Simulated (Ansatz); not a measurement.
Data sheet: Ga$_{2}$O$_{3}$ (DFT)

Ga2O3:
```
Ga2O3
1.0
    1.48949     0.85996     6.90393
   -1.48949     0.85996     6.90393
    0.00000    -1.71991     6.90393
Ga O
2 3
Direct
  0.40062   0.40062   0.40062
  0.59938   0.59938   0.59938
  0.00000   0.00000   0.00000
  0.23122   0.23122   0.23122
  0.76878   0.76878   0.76878
```

Space group R-3m (No. 166); conventional cell a = b = 2.979 Å, c = 20.712 Å, α = β = 90.00°, γ = 120.00°.

Method: DFT-r²SCAN+D4 in the program Ansatz with PAW potentials. Structure relaxed to zero pressure with the same functional. Other levels are named where they apply.

### Cell and energy

```
Property                                                      Result
-----------------------------------------------------  -------------
Volume per atom                                             10.61 Å³
Density                                                   5.87 g/cm³
Formation energy from the elements (no fitted shifts)  -1.91 eV/atom
```

### Electronic structure

```
Item                                                                              Result
------------------------------------------------  --------------------------------------
Band gap                                                                3.23 eV (direct)
Valence-band maximum                                                                at Γ
Conduction-band minimum                                                             at Γ
Electron effective mass                           0.28, 0.28, 0.37 mₑ (principal values)
Electron effective mass with spin–orbit coupling  0.28, 0.28, 0.37 mₑ (principal values)
Hole effective mass                                                    0.35 along z (mₑ)
Hole effective mass with spin–orbit coupling                           0.35 along z (mₑ)
HSE06 gap on the r²SCAN+D4 cell                                                  4.29 eV
Gap with spin–orbit coupling                                                     3.23 eV
```

### Mechanics

```
Item                                                                                               Result
-------------------------------------  ------------------------------------------------------------------
Elastic constants (relaxed ions, GPa)  C11 = 245, C12 = 272, C13 = 17.2, C14 = 2.4, C33 = 57.1, C44 = 9.6
Mechanical stability                                               unstable (C has a negative eigenvalue)
```

### Charges

```
Item                                 Result
-------------  ----------------------------
Bader charges  Ga +1.97, O -1.39 to -1.28 e
```

A made-up cell: these elements were put on the sites of a structure type; neither database checked (COD, Materials Project) lists it. It is not the phase usual at ambient conditions (space group No. 12, 167). The cell was relaxed with r²SCAN+D4 under the symmetry of its start. The references are the lowest solids computed at this level, not always the standard phases (solids in place of the gases). Spin–orbit coupling is left out wherever it is not named.

Potentials: the earlier of the program's two PAW sets. The files were generated under PBE; for other functionals the program regenerates the frozen cores, and for LDA and PBEsol the local potential too.
